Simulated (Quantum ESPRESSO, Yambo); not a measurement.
## AgCl under isotropic strain

```
AgCl
1.0
    0.00000     2.72381     2.72381
    2.72381     0.00000     2.72381
    2.72381     2.72381     0.00000
Cl Ag
1 1
Cartesian
  2.72381   2.72381   2.72381
  0.00000   0.00000   0.00000
```

AgCl (rock salt, space group Fm-3m, No. 225) under isotropic strain (on all lattice vectors), counted from the cell relaxed with PBEsol, atoms relaxed at each step. norm-conserving PBEsol (Quantum ESPRESSO, 82 Ry, no spin-orbit coupling); G0W0 and BSE in Yambo (4×4×4 Γ-centred k mesh, bands 5 to 100 and a 10 Ry block in the screening, 100 bands in G with the Bruneval-Gonze terminator, plasmon pole fitted at 27.2 eV; BSE 8×8×8 mesh, 8 valence and 1 conduction bands, static screening with 27 bands and a 4 Ry block, scissor from each state's G0W0).

| strain (%) | pressure (GPa) | PBEsol gap (eV) | kind | G0W0 direct gap (eV) | lowest vertical BSE state (eV) | RPA ε∞ along x |
|---|---|---|---|---|---|---|
| -3 | 6.5 | 0.75 | indirect | 5.02 at L | not resolved | 5.73 |
| -1.5 | 2.8 | 0.73 | indirect | 5.09 at Γ | not resolved | 5.53 |
| -0.7 | 1.2 | 0.73 | indirect | 4.98 at Γ | not resolved | 5.44 |
| 0 | -0.1 | 0.73 | indirect | 4.90 at Γ | not resolved | 5.35 |
| +1 | -1.6 | 0.73 | indirect | 4.78 at Γ | not resolved | – |
| +2 | -2.9 | 0.74 | indirect | 4.68 at Γ | not resolved | – |

Between -0.7 % and +1 % the direct gap at Γ has a volume deformation potential dE/dlnV of -4.2 eV in PBEsol; the block changes size in that range, so no G0W0 slope is given.

GW, BSE and RPA settings are held fixed; their convergence isn't established. Strains are linear. The screening block changes size along the series (169 vectors at -3 %, 169 vectors at -1.5 %, 169 vectors at -0.7 %, 169 vectors at +0 %, 181 vectors at +1 %, 181 vectors at +2 %), which puts steps into the G0W0 values. Spin-orbit splittings are left out.
